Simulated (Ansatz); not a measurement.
YSi in space group P6/mmm (No. 191; Y on 3f, Si on 1a, Si on 2d) at seven volumes, PBE (plane waves, PAW; program Ansatz), shape and atoms relaxed at each. One row is withheld.

```
V (Å³/atom)  P (GPa)
-----------  -------
26.043          5.91
26.901          3.65
27.760          1.69
28.618          0.00
29.477         -1.46
30.335         -2.73
31.194             ?
```

Problem. Fit the shown pressures and predict the withheld one.

Solution. P = (3/2)B₀(x^(7/2) − x^(5/2))[1 + (3/4)(B′ − 4)(x − 1)] with x = (V₀/V)^(2/3). Least squares on the six rows gives V₀ = 28.619 Å³/atom, B₀ = 52.4 GPa, B′ = 3.81. At V = 31.194, x = 0.9442 and P = -3.83 GPa. The run itself gave -3.82 GPa.

The cell is a constructed one: a structure type filled with these elements; neither database checked (COD, Materials Project) lists it. Its standing as an ambient phase is unchecked. The PBE relaxation kept the symmetry of its start; its stability against distortions is not shown here. No spin polarisation was allowed.

Potentials: the later of the program's two PAW sets.
